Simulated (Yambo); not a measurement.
Material: KPSO₃H₂ (space group Cm, No. 8); a = 4.5821 Å, b = 4.5821 Å, c = 6.0170 Å, α = 103.05°, β = 103.05°, γ = 88.15° (8 atoms in the cell). The geometry is that of Materials Project entry mp-643033, symmetrised and not relaxed again.

With norm-conserving PBEsol (Quantum ESPRESSO, 84 Ry, without SOC), the gap between the mesh's edge points ((0, 0, -0.5) → Γ) is 4.427 eV.

Question: What does a G0W0 run in Yambo give for it (2×2×2 Γ-centred k mesh, 171 bands and a 7 Ry block in the screening, 171 bands in G with the Bruneval-Gonze terminator, plasmon pole fitted at 27.2 eV)?

Answer: The correction is 2.699 eV, giving 7.126 eV, 1.6 times the PBEsol value.  Nearest settings tried, and what they do to the gap: 110 bands in W, 110 bands in G: -9 meV; 3 Ry block (79 vectors against 257): -297 meV. Not varied: mesh. So the settings aren't converged at that level. The k mesh is coarse.
